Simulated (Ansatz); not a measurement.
## BaSbPt: levels along high-symmetry lines

```yaml
crystal:
  lattice:
    - [4.56800, 0.00000, 0.00000]
    - [-2.28400, 3.95600, 0.00000]
    - [0.00000, 0.00000, 4.98641]
  atoms:
    - { symbol: Ba, position: [0.00000, 0.00000, 0.00000] }
    - { symbol: Sb, position: [0.66667, 0.33333, 0.50000] }
    - { symbol: Pt, position: [0.33333, 0.66667, 0.50000] }
```

Atom numbers follow the list: Ba1, Sb2, Pt3.

The conventional cell has a = 4.568 Å, b = 4.568 Å, c = 4.986 Å, α = 90.00°, β = 90.00°, γ = 120.00°. Around Ba (atom 1) lie 6 Sb at 3.63 Å and 6 Pt at 3.63 Å. Sb (atom 2) is surrounded by 3 Pt at 2.64 Å. Pt (atom 3) has 3 Sb at 2.64 Å as nearest neighbours.

The cell is the one relaxed in the Materials Project (mp-8606), not relaxed further here; entries there can be hypothetical.

Spin polarisation is left out, and whether a magnetic state lies lower isn't shown here.

Spin–orbit coupling is left out, though it moves levels of the heavy atoms by tenths of an eV or more.

All numbers below come from Ansatz 0.2.0, DFT, LDA, all-electron LAPW, scalar-relativistic.

Sampling and basis: a Γ-centred 8×8×7 k mesh, Fermi–Dirac smearing of 0.05 eV, basis error target 0.5 meV/atom, no spin polarisation.

Points in fractions of the reciprocal vectors of this cell: Γ (0, 0, 0), M (0.5, 0, 0), K (0.333, 0.333, 0), A (0, 0, 0.5), L (0.5, 0, 0.5), H (0.333, 0.333, 0.5). The path joins them by straight lines in the order Γ–M–K–Γ–A–L–H–A–L; legs that retrace an earlier one aren't tabulated. Energies are in eV from the Fermi level.

Q: Metal or insulator at this level of theory?

A: No gap opens: metallic or semimetallic.

Q: Tabulate bands 43 to 49, counted from the lowest band of the run, along the path.

A: 
```json
{"k (1/Å)": "0.00", "point": "Γ", "band 43": "-2.31", "band 44": "-2.31", "band 45": "-0.84", "band 46": "0.91", "band 47": "1.17", "band 48": "1.17", "band 49": "1.88"}
{"k (1/Å)": "0.11", "point": "", "band 43": "-2.35", "band 44": "-2.32", "band 45": "-0.84", "band 46": "0.44", "band 47": "1.13", "band 48": "1.43", "band 49": "2.10"}
{"k (1/Å)": "0.23", "point": "", "band 43": "-2.45", "band 44": "-2.34", "band 45": "-0.80", "band 46": "-0.18", "band 47": "1.00", "band 48": "1.57", "band 49": "2.61"}
{"k (1/Å)": "0.34", "point": "", "band 43": "-2.55", "band 44": "-2.36", "band 45": "-0.83", "band 46": "-0.69", "band 47": "0.75", "band 48": "1.62", "band 49": "3.02"}
{"k (1/Å)": "0.45", "point": "", "band 43": "-2.47", "band 44": "-2.39", "band 45": "-1.46", "band 46": "-0.52", "band 47": "0.41", "band 48": "1.60", "band 49": "3.22"}
{"k (1/Å)": "0.57", "point": "", "band 43": "-2.41", "band 44": "-2.41", "band 45": "-2.00", "band 46": "-0.32", "band 47": "0.04", "band 48": "1.53", "band 49": "3.49"}
{"k (1/Å)": "0.68", "point": "", "band 43": "-2.43", "band 44": "-2.40", "band 45": "-2.36", "band 46": "-0.24", "band 47": "-0.14", "band 48": "1.48", "band 49": "3.38"}
{"k (1/Å)": "0.79", "point": "M", "band 43": "-2.52", "band 44": "-2.43", "band 45": "-2.36", "band 46": "-0.34", "band 47": "-0.07", "band 48": "1.46", "band 49": "3.24"}
{"k (1/Å)": "0.86", "point": "", "band 43": "-2.53", "band 44": "-2.42", "band 45": "-2.36", "band 46": "-0.45", "band 47": "-0.05", "band 48": "1.53", "band 49": "3.09"}
{"k (1/Å)": "0.93", "point": "", "band 43": "-2.56", "band 44": "-2.38", "band 45": "-2.36", "band 46": "-0.70", "band 47": "0.01", "band 48": "1.72", "band 49": "2.79"}
{"k (1/Å)": "0.99", "point": "", "band 43": "-2.62", "band 44": "-2.35", "band 45": "-2.33", "band 46": "-1.02", "band 47": "0.10", "band 48": "1.95", "band 49": "2.45"}
{"k (1/Å)": "1.06", "point": "", "band 43": "-2.70", "band 44": "-2.33", "band 45": "-2.29", "band 46": "-1.33", "band 47": "0.23", "band 48": "2.13", "band 49": "2.21"}
{"k (1/Å)": "1.12", "point": "", "band 43": "-2.80", "band 44": "-2.32", "band 45": "-2.25", "band 46": "-1.59", "band 47": "0.38", "band 48": "1.83", "band 49": "2.47"}
{"k (1/Å)": "1.19", "point": "", "band 43": "-2.85", "band 44": "-2.32", "band 45": "-2.23", "band 46": "-1.77", "band 47": "0.53", "band 48": "1.60", "band 49": "2.69"}
{"k (1/Å)": "1.25", "point": "K", "band 43": "-2.82", "band 44": "-2.32", "band 45": "-2.23", "band 46": "-1.83", "band 47": "0.60", "band 48": "1.51", "band 49": "2.78"}
{"k (1/Å)": "1.38", "point": "", "band 43": "-2.75", "band 44": "-2.32", "band 45": "-2.25", "band 46": "-1.60", "band 47": "0.36", "band 48": "1.84", "band 49": "2.60"}
{"k (1/Å)": "1.51", "point": "", "band 43": "-2.38", "band 44": "-2.29", "band 45": "-2.28", "band 46": "-1.08", "band 47": "-0.02", "band 48": "2.32", "band 49": "2.50"}
{"k (1/Å)": "1.65", "point": "", "band 43": "-2.42", "band 44": "-2.32", "band 45": "-1.72", "band 46": "-0.42", "band 47": "-0.36", "band 48": "2.05", "band 49": "3.13"}
{"k (1/Å)": "1.78", "point": "", "band 43": "-2.51", "band 44": "-2.33", "band 45": "-1.06", "band 46": "-0.61", "band 47": "0.28", "band 48": "1.81", "band 49": "3.30"}
{"k (1/Å)": "1.91", "point": "", "band 43": "-2.51", "band 44": "-2.33", "band 45": "-0.77", "band 46": "-0.36", "band 47": "0.84", "band 48": "1.64", "band 49": "2.84"}
{"k (1/Å)": "2.04", "point": "", "band 43": "-2.36", "band 44": "-2.32", "band 45": "-0.83", "band 46": "0.35", "band 47": "1.11", "band 48": "1.47", "band 49": "2.17"}
{"k (1/Å)": "2.17", "point": "Γ", "band 43": "-2.31", "band 44": "-2.31", "band 45": "-0.84", "band 46": "0.91", "band 47": "1.17", "band 48": "1.17", "band 49": "1.88"}
{"k (1/Å)": "2.26", "point": "", "band 43": "-2.31", "band 44": "-2.31", "band 45": "-0.96", "band 46": "0.95", "band 47": "1.19", "band 48": "1.19", "band 49": "1.96"}
{"k (1/Å)": "2.35", "point": "", "band 43": "-2.32", "band 44": "-2.32", "band 45": "-1.22", "band 46": "1.08", "band 47": "1.28", "band 48": "1.28", "band 49": "2.16"}
{"k (1/Å)": "2.44", "point": "", "band 43": "-2.33", "band 44": "-2.33", "band 45": "-1.52", "band 46": "1.26", "band 47": "1.41", "band 48": "1.41", "band 49": "2.40"}
{"k (1/Å)": "2.53", "point": "", "band 43": "-2.34", "band 44": "-2.34", "band 45": "-1.75", "band 46": "1.49", "band 47": "1.60", "band 48": "1.60", "band 49": "2.61"}
{"k (1/Å)": "2.62", "point": "", "band 43": "-2.36", "band 44": "-2.36", "band 45": "-1.87", "band 46": "1.73", "band 47": "1.81", "band 48": "1.81", "band 49": "2.79"}
{"k (1/Å)": "2.71", "point": "", "band 43": "-2.37", "band 44": "-2.37", "band 45": "-1.92", "band 46": "1.91", "band 47": "2.03", "band 48": "2.03", "band 49": "2.90"}
{"k (1/Å)": "2.80", "point": "A", "band 43": "-2.37", "band 44": "-2.37", "band 45": "-1.93", "band 46": "1.99", "band 47": "2.13", "band 48": "2.13", "band 49": "2.94"}
{"k (1/Å)": "2.91", "point": "", "band 43": "-2.37", "band 44": "-2.26", "band 45": "-1.94", "band 46": "1.11", "band 47": "1.78", "band 48": "2.63", "band 49": "2.65"}
{"k (1/Å)": "3.03", "point": "", "band 43": "-2.35", "band 44": "-1.96", "band 45": "-1.94", "band 46": "0.16", "band 47": "1.17", "band 48": "2.13", "band 49": "2.84"}
{"k (1/Å)": "3.14", "point": "", "band 43": "-2.33", "band 44": "-1.96", "band 45": "-1.56", "band 46": "-0.70", "band 47": "0.54", "band 48": "1.64", "band 49": "3.03"}
{"k (1/Å)": "3.25", "point": "", "band 43": "-2.30", "band 44": "-1.99", "band 45": "-1.40", "band 46": "-1.11", "band 47": "-0.05", "band 48": "1.24", "band 49": "3.24"}
{"k (1/Å)": "3.37", "point": "", "band 43": "-2.28", "band 44": "-2.06", "band 45": "-1.86", "band 46": "-0.69", "band 47": "-0.56", "band 48": "0.96", "band 49": "3.44"}
{"k (1/Å)": "3.48", "point": "", "band 43": "-2.27", "band 44": "-2.25", "band 45": "-1.99", "band 46": "-0.93", "band 47": "-0.41", "band 48": "0.83", "band 49": "3.61"}
{"k (1/Å)": "3.59", "point": "L", "band 43": "-2.34", "band 44": "-2.26", "band 45": "-2.00", "band 46": "-1.07", "band 47": "-0.31", "band 48": "0.80", "band 49": "3.68"}
{"k (1/Å)": "3.66", "point": "", "band 43": "-2.34", "band 44": "-2.27", "band 45": "-2.01", "band 46": "-1.09", "band 47": "-0.31", "band 48": "0.81", "band 49": "3.71"}
{"k (1/Å)": "3.72", "point": "", "band 43": "-2.34", "band 44": "-2.30", "band 45": "-2.01", "band 46": "-1.14", "band 47": "-0.31", "band 48": "0.86", "band 49": "3.79"}
{"k (1/Å)": "3.79", "point": "", "band 43": "-2.35", "band 44": "-2.32", "band 45": "-2.02", "band 46": "-1.23", "band 47": "-0.31", "band 48": "0.92", "band 49": "3.92"}
{"k (1/Å)": "3.86", "point": "", "band 43": "-2.40", "band 44": "-2.28", "band 45": "-2.03", "band 46": "-1.36", "band 47": "-0.30", "band 48": "1.01", "band 49": "4.09"}
{"k (1/Å)": "3.92", "point": "", "band 43": "-2.45", "band 44": "-2.20", "band 45": "-2.03", "band 46": "-1.51", "band 47": "-0.30", "band 48": "1.09", "band 49": "4.27"}
{"k (1/Å)": "3.99", "point": "", "band 43": "-2.48", "band 44": "-2.09", "band 45": "-2.03", "band 46": "-1.67", "band 47": "-0.30", "band 48": "1.15", "band 49": "4.44"}
{"k (1/Å)": "4.05", "point": "H", "band 43": "-2.50", "band 44": "-2.05", "band 45": "-1.98", "band 46": "-1.79", "band 47": "-0.29", "band 48": "1.18", "band 49": "4.53"}
{"k (1/Å)": "4.18", "point": "", "band 43": "-2.46", "band 44": "-2.19", "band 45": "-2.04", "band 46": "-1.45", "band 47": "-0.31", "band 48": "1.09", "band 49": "4.25"}
{"k (1/Å)": "4.31", "point": "", "band 43": "-2.39", "band 44": "-2.18", "band 45": "-2.01", "band 46": "-0.95", "band 47": "-0.46", "band 48": "0.97", "band 49": "3.83"}
{"k (1/Å)": "4.45", "point": "", "band 43": "-2.35", "band 44": "-2.01", "band 45": "-1.75", "band 46": "-0.84", "band 47": "-0.36", "band 48": "1.09", "band 49": "3.46"}
{"k (1/Å)": "4.58", "point": "", "band 43": "-2.34", "band 44": "-1.97", "band 45": "-1.34", "band 46": "-1.07", "band 47": "0.28", "band 48": "1.45", "band 49": "3.15"}
{"k (1/Å)": "4.71", "point": "", "band 43": "-2.35", "band 44": "-1.95", "band 45": "-1.84", "band 46": "-0.13", "band 47": "0.99", "band 48": "1.98", "band 49": "2.90"}
{"k (1/Å)": "4.84", "point": "", "band 43": "-2.37", "band 44": "-2.22", "band 45": "-1.94", "band 46": "0.96", "band 47": "1.70", "band 48": "2.57", "band 49": "2.67"}
{"k (1/Å)": "4.97", "point": "A", "band 43": "-2.37", "band 44": "-2.37", "band 45": "-1.93", "band 46": "1.99", "band 47": "2.13", "band 48": "2.13", "band 49": "2.94"}
```
